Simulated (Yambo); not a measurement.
G0W0@LDA for SrCl$_{2}$ (fluorite, space group Fm-3m, No. 225) in Yambo (4×4×4 mesh, 8 Ry block, plasmon pole, screening fixed), without a terminator:

| bands N in G | gap X → X (eV) | shift of the valence edge (eV) |
|---|---|---|
| 54 | 7.884 | -1.262 |
| 95 | 7.932 | -1.528 |
| 152 | 7.963 | -1.658 |

Problem. Extrapolate both columns to infinite N with E(N) = E∞ + A/N, test the form, and compare with the terminator.

Solution. From two points, E∞ = (N2 E2 − N1 E1)/(N2 − N1). The two largest N give 8.01 eV for the gap and -1.87 eV for the shift; the two smallest give 8.00 eV and -1.88 eV. For the gap the slopes A are -6.0 and -7.9 eV: the form isn't reached, and its limit is uncertain. For the shift the slopes A are 33 and 33 eV: the 1/N form holds. With the Bruneval-Gonze terminator and 152 bands the run gives 7.99 eV and -1.76 eV, 0.02 eV and 0.11 eV from the extrapolated values: the terminator too is an estimate of the remainder. Block, mesh and the bands in W are held fixed. In the run with 152 bands and a 8 Ry block, which covers more k points, the smallest G0W0 gap is 7.82 eV, X → Γ.

Geometry relaxed with LDA; primitive cell a = b = c = 4.808 Å, α = β = γ = 60.00°.

A shift is the quasiparticle energy of the state minus its LDA energy.
